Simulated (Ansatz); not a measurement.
A frame of SnO2 from dynamics at 2160 K, with the forces (eV/Å) computed on a k mesh in the last three columns. Method: DFT PBE, scalar-relativistic, plane waves, PAW in Ansatz 0.2.0.

Cutoff 420 eV; k points 3×3×3 on the computed 24-atom cell (Γ-centred); Fermi–Dirac smearing, width 0.19 eV; no spin polarisation.

```xyz
24
Lattice="6.716 0.050 -0.251 0.050 6.941 -0.090 -0.251 -0.090 7.039" Properties=species:S:1:pos:R:3:forces:R:3 pbc="T T T"
Sn    3.125    4.033    3.717   -0.380   -0.700    1.780
Sn    0.983    2.099    5.749    0.500    2.150    0.890
Sn    4.382    0.905    4.725    1.770   -1.720   -0.100
Sn    3.036    4.953    0.103   -2.940   -3.000    3.210
Sn    6.640    6.378    2.522    2.670    2.830   -1.750
Sn    3.169    1.090    1.504   -1.360    0.930   -1.180
Sn    0.049    2.740    2.012   -2.880   -0.690   -4.750
Sn    5.854    5.118    6.093    2.040   -3.730   -1.720
O     3.169    6.845    3.176   -1.810    0.370    1.250
O     0.995    3.076    3.514    3.300    0.700    4.920
O     2.694    4.755    2.029    0.040    0.730   -1.550
O     2.510    6.762   -0.009    0.400    3.230    0.160
O     5.465    5.625    3.802   -1.480   -0.890    2.820
O     1.803    6.578    3.878    0.920   -0.180   -0.540
O     6.478    4.810    1.396   -0.010   -2.320   -0.760
O     4.935    1.550    2.709   -0.280    0.530   -1.420
O     3.663    5.014    5.539    3.600   -0.150   -3.450
O     6.425    0.984    4.606   -0.100   -0.830   -0.140
O     3.057    2.209    5.185   -0.770    0.730   -1.000
O     0.687    0.878    1.455    1.160    0.610    2.240
O     5.786    6.673    0.120   -2.650    2.690    0.210
O     1.122    4.297    6.020   -1.700    1.090   -1.180
O     5.932    2.764    6.654   -0.150    0.670    0.030
O     2.521    2.910    0.323    0.120   -3.040    2.050
```

Static pressure 6.0 GPa (no kinetic part), a gap on the mesh of 0.39 eV.

Counting as bonded all pairs within 1.2 times the summed covalent radii, but none from a metal cation to another cation:

```tsv
atom → neighbour	mean count	mean length (Å)	spread (Å)
O → O	0.12	1.56	0.00
O → Sn	2.38	2.13	0.18
Sn → O	4.75	2.13	0.18
```

Angles between all pairs of such bonds at an atom (mean ± spread): 118 ± 13° at O, 104 ± 29° at Sn.

An odd mesh misses points on the zone edge, so a gap read on it can be too wide.

Cost: 1 run of about 2 core-minutes, on Arm Neoverse V1 (shared hosts).